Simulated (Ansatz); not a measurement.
# GaPt3: one input, then a changed one

The cell is the one relaxed in the Materials Project (mp-11407), not relaxed further here; entries there can be hypothetical.

First run: DFT, LDA, all-electron LAPW, scalar-relativistic (Ansatz 0.2.0).

Command: `ansatz run input.yaml --threads 1 --pin off --max-ram 4096MiB --backend cpu --events-out ev --progress --plain --runs-dir out` The run took 2.6 min on 1 thread of Arm Neoverse V1 (shared host).

```yaml
crystal:
  lattice:
    - [3.90987758, 0.0, 0.0]
    - [0.0, 3.90987758, 0.0]
    - [0.0, 0.0, 3.90987758]
  atoms:
    - { symbol: Ga, position: [0.0, 0.0, 0.0] }
    - { symbol: Pt, position: [0.0, 0.5, 0.5] }
    - { symbol: Pt, position: [0.5, 0.5, 0.0] }
    - { symbol: Pt, position: [0.5, 0.0, 0.5] }
kpoints:
  mp_grid: { grid: [9, 9, 9] }
  band_path:
    path:
      - [0.0, 0.0, 0.0]
      - [0.0, 0.5, 0.0]
      - [0.5, 0.5, 0.0]
      - [0.0, 0.0, 0.0]
      - [0.5, 0.5, 0.5]
      - [0.0, 0.5, 0.0]
      - [0.5, 0.5, 0.5]
      - [0.5, 0.5, 0.0]
    npoints: 14
scf:
  occupations: { method: fermi_dirac, width: 0.03 }
hamiltonian:
  xc: lda
  pseudopotentials: { kind: all_electron, lapw: { basis_error: 0.001 } }
output:
  forces: true
  stress: true
  eigenvalues: true
  populations: true
  dos: { projected: true, de: 0.2, e_range: [-14, 8] }
```

Result: converged; pressure -8.57 GPa; 11 SCF iterations.

Spin polarisation is left out, and whether a magnetic state lies lower isn't shown here.

Spin–orbit coupling is left out, though it moves levels of the heavy atoms by tenths of an eV or more.

The input is then changed:

```diff
@@ -23,5 +23,6 @@
     npoints: 14
 scf:
-  occupations: { method: fermi_dirac, width: 0.03 }
+  occupations: { method: tetrahedron }
+  mixing: { preconditioner: none }
 hamiltonian:
   xc: lda
@@ -32,4 +33,3 @@
   eigenvalues: true
   populations: true
-  dos: { projected: true, de: 0.2, e_range: [-14, 8] }
```

Question: Predict the outcome of the changed run.

Answer: It converged; energy at zero smearing -0.1 meV/atom from the first run; pressure -8.68 GPa; 8 SCF iterations.

The results part of its log:

```
SCF 1 converged in 8 iterations: F = -1554864.109791 eV  dr2 = 3.43e-8
NSCF: frozen V_eff on 99 k-points
SCF converged after 8 iterations
Stability not checked: this state was not tested for a lower state beside it, because cold or Methfessel-Paxton smearing, or corrected tetrahedra, fill the levels in a way that the test cannot read (fill_not_monotonic; see scf.lower_state_search)
Free energy (F): -1554864.109791 eV
Harris-Foulkes:  -1554864.109791 eV  (|F-HF|=5.75e-8)
Internal energy: -1554864.109728 eV  (E = F + TS)
E sigma→0 (E₀):  -1554864.109791 eV
Entropy (-TS):   -0.000063 eV (-0.016 meV/atom)
Fermi energy:    25.221501 eV
--- Per-component energies (eV) ---
  E_band       = -10840.920147
  E_kinetic    = 1759085.429275
  E_xc         = -30225.279867
  E_electrostatic = -3283724.259137  (all electrons and nuclei)
  E_smearing   = -0.000063  (= −TS)
  E_closure    = 0.000000  (closes the sum)
  E_atoms      = -1554836.128299  (free atoms, spherical and without spin; not in F)
  Σ components = -1554864.109791   (vs F -1554864.109791, Δ=0.00e0)
  Basis errors (estimates in eV, not in F): energy 2.0e-4 per atom: plane waves 1.6e-4 (8.0e-5 summed), levels above the bands 0.0e0, relativity 1.0e-8, radial functions 3.9e-5, core shells 1.2e-7; eigenvalues (radial functions only) 4.5e-6; not estimated: angular momenta, meshes, grids; target (lapw.basis_error) 1.0e-3; muffin-tin radii Ga 1.382 Å, Pt 1.382 Å
--- Forces (eV/Å), atoms counted from 1 ---
  atom   1  Ga    -0.00000000     0.00000000    -0.00000000
  atom   2  Pt     0.00000000     0.00000000     0.00000000
  atom   3  Pt    -0.00000000    -0.00000000     0.00000000
  atom   4  Pt    -0.00000000    -0.00000000     0.00000000
  max |Σ_I F_I| component: 1.08e-29 eV/Å
--- Stress (GPa, compression-positive) ---
       -8.683460       0.000000       0.000000
        0.000000      -8.683460       0.000000
        0.000000       0.000000      -8.683460
  P = ⅓ Tr σ = -8.6835 GPa (-86.835 kbar)
--- Band table (eV; the first three rows and the last of 35) ---
  k-point 0: bands = ["-277.5739", "-277.5739", "-277.5739", "-277.5739", "-277.5739", "-277.5739", "-277.5474", "-277.5474", "-277.5474", "-277.5307", "-277.5307", "-277.5307", "-277.5033", "-277.5033", "-277.5033", "-117.3821", "-73.2096", "-73.1749", "-73.1749", "-68.6072", "-68.6072", "-68.6072", "-41.8002", "-41.8002", "-41.8002", "-41.7897", "-41.7876", "-41.7876", "-41.7571", "-41.7571", "-41.7571", "-41.7564", "-41.7564", "-41.7564", "-41.7406", "-41.7406", "-41.7406", "-41.7400", "-41.7400", "-41.7400", "-41.7305", "-41.7305", "-41.7305", "-27.5027", "-27.5027", "-27.5027", "-27.2750", "-27.2750", "-27.2750", "-27.1710", "-27.1710", "-27.1710", "10.4870", "10.4870", "10.5067", "10.5067", "10.5067", "14.2703", "17.9672", "19.5668", "19.5668", "19.5668", "19.7568", "19.7568", "23.0693", "23.0693", "23.0693", "24.4436", "24.4436", "25.3424", "25.3424", "25.3424", "25.4269", "25.8924", "25.8924", "25.8924", "29.3203", "32.7904", "32.7904", "34.0285", "34.0285", "34.0285", "37.1719", "37.1719", "37.1719", "40.6857", "43.2778", "43.2778", "44.0057"]
  k-point 1: bands = ["-277.5739", "-277.5739", "-277.5739", "-277.5739", "-277.5739", "-277.5739", "-277.5474", "-277.5474", "-277.5474", "-277.5307", "-277.5307", "-277.5307", "-277.5033", "-277.5033", "-277.5033", "-117.3821", "-73.2087", "-73.1758", "-73.1749", "-68.6072", "-68.6072", "-68.6072", "-41.8002", "-41.8002", "-41.8002", "-41.7896", "-41.7877", "-41.7876", "-41.7571", "-41.7571", "-41.7571", "-41.7564", "-41.7564", "-41.7564", "-41.7406", "-41.7406", "-41.7406", "-41.7401", "-41.7401", "-41.7400", "-41.7305", "-41.7305", "-41.7305", "-27.4972", "-27.4972", "-27.4933", "-27.2766", "-27.2766", "-27.2754", "-27.1815", "-27.1751", "-27.1751", "10.4903", "10.4935", "10.5075", "10.5099", "10.5099", "14.4216", "18.0688", "19.6013", "19.6357", "19.6357", "19.6943", "19.8852", "22.8559", "22.8559", "23.0020", "24.1788", "24.4425", "24.7952", "24.8958", "24.8958", "25.2815", "25.8928", "26.5311", "26.5311", "29.5899", "32.4974", "32.7690", "34.1516", "34.1516", "34.9197", "36.5390", "37.0873", "37.0873", "40.7648", "43.2067", "43.8646", "43.8646"]
  k-point 2: bands = ["-277.5739", "-277.5739", "-277.5739", "-277.5739", "-277.5739", "-277.5739", "-277.5474", "-277.5474", "-277.5474", "-277.5307", "-277.5307", "-277.5307", "-277.5033", "-277.5033", "-277.5033", "-117.3821", "-73.2060", "-73.1784", "-73.1749", "-68.6072", "-68.6072", "-68.6072", "-41.8002", "-41.8002", "-41.8002", "-41.7895", "-41.7878", "-41.7876", "-41.7571", "-41.7570", "-41.7570", "-41.7564", "-41.7564", "-41.7564", "-41.7406", "-41.7406", "-41.7406", "-41.7401", "-41.7401", "-41.7401", "-41.7305", "-41.7305", "-41.7305", "-27.4821", "-27.4821", "-27.4662", "-27.2816", "-27.2816", "-27.2764", "-27.2117", "-27.1855", "-27.1855", "10.4987", "10.5096", "10.5102", "10.5180", "10.5180", "14.8668", "18.3257", "19.4656", "19.6946", "19.8298", "19.8298", "20.2549", "22.4249", "22.4249", "22.8273", "23.3148", "24.0814", "24.2561", "24.2561", "24.4094", "24.8896", "25.8939", "27.6365", "27.6365", "29.2581", "32.7178", "33.2724", "34.0605", "34.0605", "35.4122", "36.3110", "37.2973", "37.2973", "40.9517", "42.7186", "43.5238", "43.5238"]
  k-point 34: bands = ["-277.5739", "-277.5739", "-277.5739", "-277.5739", "-277.5739", "-277.5739", "-277.5474", "-277.5474", "-277.5474", "-277.5307", "-277.5307", "-277.5307", "-277.5033", "-277.5033", "-277.5033", "-117.3821", "-73.1871", "-73.1860", "-73.1860", "-68.6072", "-68.6072", "-68.6072", "-41.8014", "-41.8014", "-41.7976", "-41.7884", "-41.7883", "-41.7883", "-41.7580", "-41.7580", "-41.7580", "-41.7555", "-41.7555", "-41.7555", "-41.7409", "-41.7409", "-41.7409", "-41.7397", "-41.7397", "-41.7397", "-41.7317", "-41.7299", "-41.7299", "-27.6244", "-27.4397", "-27.4387", "-27.4387", "-27.2169", "-27.2169", "-27.1649", "-27.1649", "-27.1642", "10.4880", "10.4880", "10.4882", "10.5636", "10.5636", "16.8457", "18.8103", "18.9777", "18.9777", "21.4262", "21.4262", "21.5502", "22.1870", "22.5711", "22.5711", "23.1926", "23.1926", "23.3785", "23.8852", "23.8852", "24.8091", "25.4489", "25.5684", "25.5684", "27.5220", "29.9105", "29.9105", "30.4699", "39.2790", "39.2790", "39.4112", "40.1523", "40.4231", "40.6555", "40.6555", "44.0875", "44.0875"]
--- Löwdin populations: 4 sites ---
  site symbol       q [e]
     0     Ga     31.5866
     1     Pt     77.6710
     2     Pt     77.6710
     3     Pt     77.6710
  spilling = 0.001511 (of n_electrons = 265.000000)
```
